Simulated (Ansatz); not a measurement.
**What DFT gives for BiAs**

```xyz
2
Lattice="0.0000 4.1986 0.0000 4.1986 0.0000 0.0000 2.0993 2.0993 -3.2956" Properties=species:S:1:pos:R:3 pbc="T T T"
As    2.0993    2.0993   -0.5668
Bi    0.0000    0.0000    0.0000
```

The numbers come from plane-wave PAW DFT (Ansatz): PBEsol, no spin polarisation, 420 eV, 10×10×10 Γ-centred k points, fermi-dirac occupations (width 0.1 eV). Nothing was relaxed.

Task: What is the band gap?

Result: The gap is 0.38 eV, indirect (the least direct gap found is 0.46 eV).

Task: Is it stable against the elements?

Result: 0.02 eV an atom against the elements' usual phases (free molecules for gases, crystals otherwise, with no correction for O₂ or N₂), too near zero to call. Relaxing would lower it.

Task: Which orbitals make up the band edges?

Result: Within 0.7 eV of the edges, the states project mainly on As p (64 %) and Bi p (22 %) below the gap and on Bi p (56 %) and As p (30 %) above it.

Task: Is the cell too large or too small?

Result: The pressure is -1.6 GPa (compression positive), so with the atoms held at these fractions the cell would first shrink.

Origin: a known structure type with other elements, at an estimated volume, so it need not be a known compound. Caveats: no spin-orbit coupling, which can shift this gap by tenths of an eV.
